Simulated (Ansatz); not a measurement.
Computed with Ansatz, DFT PBE, scalar-relativistic, plane waves, PAW. Cutoff 420 eV, Γ-centred meshes of about 0.25 Å⁻¹ or finer for metals and 0.3 Å⁻¹ for insulators (2π included), Gaussian smearing. No spin polarisation.

A search over trial structures of Sn5As3 gave this relaxed cell.

```
Sn As
1.0
     5.90465    0.00000    0.00000
     0.00000    5.90465    0.00000
     0.00000    0.00000    5.90465
Sn As
5 3
Direct
  0.00000 0.00000 0.00000
  0.50000 0.00000 0.00000
  0.50000 0.50000 0.50000
  0.00000 0.50000 0.00000
  0.00000 0.00000 0.50000
  0.50000 0.00000 0.50000
  0.50000 0.50000 0.00000
  0.00000 0.50000 0.50000
```

Problem. Is this structure dynamically stable, and if not, what does it turn into?

Solution. No. The phonons at Γ go imaginary, to 10i cm⁻¹. (Phonon run: 6×6×6 k mesh, Gaussian smearing of 0.10 eV.) With atoms moved at random and symmetry off, it falls by 20 meV/atom into P4mm (No. 99). Conventional cell: a = 5.694 Å, c = 6.742 Å. Sn on a site of symmetry 4mm has 5 Sn at 2.89–2.95 Å; Sn on a site of symmetry 2mm is surrounded by 1 As at 2.72 Å, 2 As at 2.91 Å and 2 Sn at 2.95 Å; Sn on a second site of symmetry 4mm has 1 As at 2.75 Å and 4 As at 2.92 Å; As on a site of symmetry 2mm has 5 Sn at 2.72–2.92 Å; 2 more sites not described.

```
Sn As
1.0
     5.69413    0.00000    0.00000
     0.00000    5.69413    0.00000
     0.00000    0.00000    6.74158
Sn As
5 3
Direct
  0.00000 0.00000 0.94187
  0.50000 0.00000 0.05469
  0.50000 0.50000 0.55573
  0.00000 0.50000 0.05469
  0.00000 0.00000 0.51270
  0.50000 0.00000 0.45875
  0.50000 0.50000 0.96410
  0.00000 0.50000 0.45875
```

An odd number of electrons in the primitive cell allows no gap without spin; a larger cell or a magnetic state could open one. Phonons of metals hang on the k mesh and the smearing.
